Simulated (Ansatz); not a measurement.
An Ansatz (a quantum-chemistry and plane-wave program) input:

Ansatz 0.2 input:
```yaml
crystal:
  lattice:
    - [0.0, 4.4145425435, 4.4145425435]
    - [4.4145425435, 0.0, 4.4145425435]
    - [4.4145425435, 4.4145425435, 0.0]
  atoms:
    - { symbol: Rb, position: [0.75, 0.75, 0.75] }
    - { symbol: Rb, position: [0.25, 0.25, 0.25] }
    - { symbol: Na, position: [0.5, 0.5, 0.5] }
    - { symbol: Y, position: [0.0, 0.0, 0.0] }
    - { symbol: F, position: [0.7553604114, 0.2446395886, 0.2446395886] }
    - { symbol: F, position: [0.2446395886, 0.7553604114, 0.7553604114] }
    - { symbol: F, position: [0.2446395886, 0.7553604114, 0.2446395886] }
    - { symbol: F, position: [0.7553604114, 0.2446395886, 0.7553604114] }
    - { symbol: F, position: [0.2446395886, 0.2446395886, 0.7553604114] }
    - { symbol: F, position: [0.7553604114, 0.7553604114, 0.2446395886] }
kpoints:
  mp_grid: { grid: [5, 5, 5] }
hamiltonian:
  xc: r2scan
  pseudopotentials: { kind: paw }
scf:
  occupations: { method: fixed }
output:
  optics: { e_range: [0.0, 15.0], de: 0.05, sigma: 0.1, bands: { spectra_wanted_up_to: 12 eV } }
```

Question: How many symmetry operations and irreducible k-points will the run report?

Answer: 48 operations, 10 of 125 k-points.

Question: With a cutoff of 500 eV, how many plane waves at Γ?

Answer: 4381.

It took roughly 110 core-seconds on shared server cores.

Space group Fm-3m. The first step of the workflow began from a Materials Project structure, measured or hypothetical; the Crystallography Open Database files this formula in space group No. 225, but the cells were not matched. Whether it is the stable phase at ambient conditions was not checked. Symmetry was held in the r²SCAN relaxation; its stability against distortions is not shown here. No spin polarisation was allowed. Scalar-relativistic: spin–orbit coupling is off unless named, which matters more the heavier the elements.

Potentials: the later of the program's two PAW sets.

Ansatz is a plane-wave DFT program.
